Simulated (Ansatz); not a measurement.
K$_{2}$InAs$_{2}$: input and output

Input file of Ansatz 0.2.0:

```yaml
crystal:
  lattice:
    - [0.0, 0.0, 6.58695]
    - [6.685533, -3.534903, 3.293475]
    - [6.685533, 3.534903, -3.293475]
  atoms:
    - { symbol: K, position: [0.337, 0.0186, 0.6926] }
    - { symbol: K, position: [0.663, 0.9814, 0.3074] }
    - { symbol: K, position: [0.163, 0.6926, 0.0186] }
    - { symbol: K, position: [0.837, 0.3074, 0.9814] }
    - { symbol: In, position: [0.25, 0.5, 0.5] }
    - { symbol: In, position: [0.75, 0.5, 0.5] }
    - { symbol: As, position: [0.3269, 0.7761, 0.4299] }
    - { symbol: As, position: [0.6731, 0.2239, 0.5701] }
    - { symbol: As, position: [0.1731, 0.4299, 0.7761] }
    - { symbol: As, position: [0.8269, 0.5701, 0.2239] }
  symmetry: { tolerance: 0.0003 }
kpoints:
  mp_grid: { grid: [6, 6, 6], shift: [0, 0, 0] }
  band_path:
    path:
      - [0.0, 0.0, 0.0]
      - [0.0, -0.5, -0.5]
      - [0.0, -0.31989127, -0.68010873]
      - [0.0, 0.31989127, -0.31989127]
      - [0.0, 0.0, 0.0]
      - [-0.62134075, -0.31067037, 0.31067037]
      - [-0.37865925, -0.68932963, -0.31067037]
      - [0.0, -0.5, -0.5]
      - [0.0, 0.0, 0.0]
      - [-0.5, 0.0, 0.0]
      - [-0.5, -0.25, -0.25]
    npoints: 6
magnetization:
  spin_polarized: false
scf:
  occupations: { method: fermi_dirac, width: 0.0201 }
  lower_state_search: "off"
  max_iter: 200
hamiltonian:
  pseudopotentials: { kind: paw }
  xc: r2scan
basis:
  ecutwfc: 500
  fft_grid_basis: typed
output:
  forces: true
  stress: true
  eigenvalues: true
  bader: true
  populations: true
  elf: true
  write_potential: true
  volumetric_format: npy
  dos:
    e_range: [-12, 8]
    de: 0.05
    projected: { site_lists: { As: [As], In: [In], K: [K] } }
checkpoint:
  read: saved_state
```

The saved state is an earlier solution for the same cell, perhaps on another mesh. 

Parts of the output:

```
Pseudopotentials: kind: paw
Pseudopotential: K, paw, valence charge 9, recommended cutoff 500 eV (meta_gga), K.paw.azcp
Pseudopotential: In, paw, valence charge 13, recommended cutoff 500 eV (meta_gga), In.paw.azcp
Pseudopotential: As, paw, valence charge 15, recommended cutoff 500 eV (meta_gga), As.paw.azcp
Functional definition: r2SCAN
  exchange = r2scan_x(k0 = k0, k1 = k1, a1 = a1)
  correlation = r2scan_c
Crystal: 10 atoms, lattice volume = 311.335 Å³
Basis set: ecut = 500 eV, 7885 PW (Γ), exchange–correlation on 200×256×256 points (64 copies of the dense FFT grid, shifted against one another)
Bands: 74, of which v1, the nominal top of the filled ones, is band 61 counted from 1 (60 counted from 0)
Symmetry: 8 space group operations
Space group: Ibam (ITA 72), of the structure as read, at distance tolerance 2.0e-3 Å
k-points: 46 of 216
Initial density: read from a saved state, or passed on in memory by an earlier SCF of this step, an earlier step, the calling program or the single point that the run made first
Functional: x = r2scan, c = r2scan; τ floored in thin density (d = 2e-4 eV/Å³)
SCF iter   1: F=-36855.0867 eV  Δρ=8.25e-4  dr2=3.14e-3  dr2_τ=1.39e-4
SCF iter   2: F=-36855.0881 eV  Δρ=3.58e-4  dr2=3.60e-4  dr2_τ=1.34e-5  defer=7
SCF iter   3: F=-36855.0882 eV  Δρ=1.11e-4  dr2=1.01e-4  dr2_τ=1.97e-6  defer=7
SCF iter   4: F=-36855.0882 eV  Δρ=6.95e-5  dr2=2.31e-5  dr2_τ=5.89e-7  defer=7
SCF iter   5: F=-36855.0882 eV  Δρ=1.48e-5  dr2=1.16e-6  dr2_τ=2.46e-8  defer=7
SCF iter   6: F=-36855.0882 eV  Δρ=3.88e-6  dr2=4.69e-8  dr2_τ=2.85e-9
Free energy (F): -36855.0882 eV
Harris-Foulkes:  -36855.0882 eV  (|F-HF|=4.74e-9)
Internal energy: -36855.0694 eV  (E = F + TS)
E sigma→0 (E₀):  -36855.0788 eV
Entropy (-TS):   -0.0188 eV (-1.876 meV/atom)
Fermi energy:    5.5261 eV
--- Stress (GPa, compression-positive) ---
        5.6513       0.0000       0.0000
        0.0000       4.5549       0.0000
        0.0000       0.0000       8.7904
  P = ⅓ Tr σ = 6.3322 GPa (63.322 kbar)
--- Löwdin populations: 10 sites ---
  site symbol       q [e]
     0      K      8.2530
     1      K      8.2530
     2      K      8.2530
     3      K      8.2530
     4     In     12.8198
     5     In     12.8198
     6     As     15.7474
     7     As     15.7474
     8     As     15.7474
     9     As     15.7474
  spilling = 0.0029 (of n_electrons = 122.0000)
```

Origin: a known structure type with other elements, at an estimated volume, so it need not be a known compound. Caveats: many states at the Fermi level without spin polarisation, so a magnetic state may lie lower; atoms or cell far from equilibrium.
